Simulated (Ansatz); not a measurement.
## Relaxing an invented BeS5 structure

Computed with DFT PBE, scalar-relativistic, plane waves, PAW (Ansatz). Cutoff 420 eV, Gaussian smearing, Γ-centred meshes. Cell and atoms relax first on a coarse mesh and then on a finer one. In between, the cell is made exact in the group found at 0.06 Å. In metals the finer mesh still leaves noise of several meV/atom or more. The steps can't lower the symmetry of their start. No spin polarisation.

A trial structure of BeS5 was built thus: random cell by space group and Wyckoff sites (P4/mmm, No. 123). Its size is a rough estimate.

Space group P4/mmm (No. 123). a = 5.353 Å, b = 5.353 Å, c = 4.327 Å, α = 90.00°, β = 90.00°, γ = 90.00°
```
atom  site  symmetry       x       y       z
  Be    1c     4/mmm  0.5000  0.5000  0.0000
   S    1d     4/mmm  0.5000  0.5000  0.5000
   S    4j      m.2m  0.2386  0.2386  0.0000
```

The zero of energy is the elements' standard structures at the same level; no fitted shifts are applied.

Task: Which structure results?

Result: The symmetry stays P4/mmm (No. 123). The volume per atom grows by 68.7 %, from 20.7 to 34.9 Å³. The shortest distance goes from 1.98 Å (Be–S) to 1.84 Å (Be–S). The ratio c/a of the conventional cell changes by a factor of 0.60. The energy falls by about 0.40 eV/atom (the start's value is from the coarse mesh). Conventional cell: a = 7.538 Å, c = 3.680 Å. Be is surrounded by 2 S at 1.84 Å; around S on a site of symmetry 4/mmm lie 2 Be at 1.84 Å; around S on a site of symmetry m2m lie 2 S at 2.13 Å.

```cif
data_structure
_symmetry_space_group_name_H-M 'P 1'
_symmetry_Int_Tables_number 1
_cell_length_a 7.5380
_cell_length_b 7.5380
_cell_length_c 3.6805
_cell_angle_alpha 90.000
_cell_angle_beta 90.000
_cell_angle_gamma 90.000
_cell_volume 209.13
loop_
_atom_site_label
_atom_site_type_symbol
_atom_site_fract_x
_atom_site_fract_y
_atom_site_fract_z
_atom_site_occupancy
Be1 Be 0.50000 0.50000 0.00000 1
S1 S 0.50000 0.50000 0.50000 1
S2 S 0.14115 0.14115 0.00000 1
S3 S 0.85885 0.85885 0.00000 1
S4 S 0.85885 0.14115 0.00000 1
S5 S 0.14115 0.85885 0.00000 1
```

Task: How does it come out in energy, and is it a metal?

Result: The energy over the elements is +0.31 eV/atom. The gap on the 6×6×10 mesh of the 6-atom cell is 0 eV (a metal).

A positive value: parting into the elements would lower its energy.

The last run used Gaussian smearing of 0.10 eV. No dispersion correction is applied, so the spacing and binding between layers, chains or molecules are poorly described. The cell is a metal run without spin; a magnetic state may lie lower. The reference form of S is held partly by dispersion forces, which this level lacks. Symmetry constrained the relaxation, so the result can be a saddle point.
